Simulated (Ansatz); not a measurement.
The relaxed structure here is a generated cell of W: the first start was made by placing the elements on the sites of a structure type, and the end was not matched to a known phase here, so it may be hypothetical. Known forms of W include space group No. 229.

A relaxed cell of W (P6/mmm (No. 191)), relaxed on a k-mesh at least as fine as the one used below. All values below come from r2SCAN (plane waves to 500 eV, PAW, scalar-relativistic; Ansatz, a program for electronic structure). Γ-centred k-mesh 4×8×12 on the run's cell (coarser than for final values), Fermi–Dirac smearing 0.05 eV.

```
W
1.0
    9.34447     0.00000     0.00000
   -2.33612     4.04627     0.00000
    0.00000     0.00000     2.58670
W
6
Direct
  0.00000   0.00000   0.00000
  0.50000   0.00000   0.00000
  0.16667   0.66667   0.50000
  0.66667   0.66667   0.50000
  0.33333   0.33333   0.50000
  0.83333   0.33333   0.50000
```

The atoms are displaced by (Å):

```json
[
 {"atom": "W1", "ux": "-0.071", "uy": "-0.016", "uz": "0.082"},
 {"atom": "W2", "ux": "0.019", "uy": "0.039", "uz": "-0.041"},
 {"atom": "W3", "ux": "-0.063", "uy": "-0.030", "uz": "0.014"},
 {"atom": "W4", "ux": "-0.039", "uy": "-0.081", "uz": "-0.199"},
 {"atom": "W5", "ux": "-0.108", "uy": "0.127", "uz": "0.008"},
 {"atom": "W6", "ux": "0.092", "uy": "-0.029", "uz": "-0.076"}
]
```

What forces (eV/Å) and pressure result?


| atom | Fx | Fy | Fz |
|---|---|---|---|
| W1 | 0.60 | -0.53 | 0.05 |
| W2 | -0.58 | 0.04 | 0.28 |
| W3 | 0.29 | 1.98 | 0.32 |
| W4 | 0.44 | 0.32 | -1.54 |
| W5 | 0.81 | -1.42 | 0.74 |
| W6 | -1.56 | -0.40 | 0.15 |

Pressure +2.0 GPa.

The undisplaced cell is probably no minimum: from this displacement the run went on to Im-3m (No. 229), 0.61 eV/atom below it.

No spin polarisation in the result.
